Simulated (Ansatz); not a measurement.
GaBO3:
```xyz
10
Lattice="2.2924 1.3235 4.7250 -2.2924 1.3235 4.7250 0.0000 -2.6471 4.7250" Properties=species:S:1:pos:R:3 pbc="T T T"
Ga     0.0000     0.0000     7.0875
Ga     0.0000     0.0000     0.0000
B      0.0000     0.0000     3.5438
B      0.0000     0.0000    10.6313
O      0.9120     1.3235     8.2688
O     -0.9120    -1.3235     5.9063
O     -1.6022     0.1281     8.2688
O      1.6022    -0.1281     5.9063
O      0.6902    -1.4516     8.2688
O     -0.6902     1.4516     5.9063
```

The program Ansatz at the PBEsol level (PAW) gives a gap of 4.16 eV without spin–orbit coupling, maximum at Γ, minimum at Γ.

What happens when spin–orbit coupling is switched on?

The gap hardly moves, to 4.16 eV; maximum at Γ, minimum at Γ.

Give the electron effective mass with spin–orbit coupling.

0.43, 0.43, 1.8 mₑ (principal values).

Give the hole effective mass with spin–orbit coupling.

1.1, 1.1, 2.5 mₑ (principal values).

Space group R-3c. The first step of the workflow began from a Materials Project structure, measured or hypothetical; the Crystallography Open Database files this formula in space group No. 167, but the cells were not matched. Its standing as an ambient phase is unchecked. The PBEsol relaxation kept the symmetry of its start; phonons on a q-mesh show no instability.

Potentials: the later of the program's two PAW sets.
